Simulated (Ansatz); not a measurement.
Relaxed CsPbCl₃ (cubic perovskite):

```yaml
crystal:
  lattice:
    - [5.67350, 0.00000, 0.00000]
    - [0.00000, 5.67350, 0.00000]
    - [0.00000, 0.00000, 5.67350]
  atoms:
    - { symbol: Cs, position: [0.00000, 0.00000, 0.00000] }
    - { symbol: Pb, position: [0.50000, 0.50000, 0.50000] }
    - { symbol: Cl, position: [0.00000, 0.50000, 0.50000] }
    - { symbol: Cl, position: [0.50000, 0.50000, 0.00000] }
    - { symbol: Cl, position: [0.50000, 0.00000, 0.50000] }
```

In this cell atom 4 (Cl, nearest neighbour Pb at 2.837 Å; its periodic images, 5.7 Å or more away, move with it) is moved by u·(1.000, 0.000, 0.000) + v·(0.000, 1.000, 0.000); the rest is frozen.

Computed with r2SCAN (plane waves to 500 eV, PAW, scalar-relativistic; Ansatz, an electronic-structure program). k mesh 5×5×5 (Γ-centred), Fermi-Dirac smearing 0.05 eV. Fu and Fv are the components of the force on the atom. CsPbCl3 was relaxed with its symmetry unable to fall. Spin-orbit coupling is left out, though Pb is heavy. This is a high-temperature form of CsPbCl3. 

Problem. Give the computed Fv (eV/Å) at all points of the grid u = -0.940, -0.627, -0.313, 0.000, 0.313, 0.627, 0.940 by v = -0.940, -0.627, -0.313, 0.000, 0.313, 0.627, 0.940.

Solution. Fv (eV/Å), with u across and v down:

```tsv
v \ u	-0.940	-0.627	-0.313	0.000	0.313	0.627	0.940
-0.940	2.51	1.37	0.85	0.70	0.85	1.37	2.51
-0.627	1.27	0.68	0.39	0.30	0.39	0.68	1.27
-0.313	0.50	0.25	0.13	0.09	0.13	0.25	0.50
0.000	0.00	0.00	0.00	0.00	0.00	0.00	0.00
0.313	-0.50	-0.25	-0.13	-0.09	-0.13	-0.25	-0.50
0.627	-1.27	-0.68	-0.39	-0.30	-0.39	-0.68	-1.27
0.940	-2.51	-1.37	-0.85	-0.70	-0.85	-1.37	-2.51
```

(A displaced cell: forces are minus the slopes of the energy, force constants its curvatures, and phonons follow from these.)
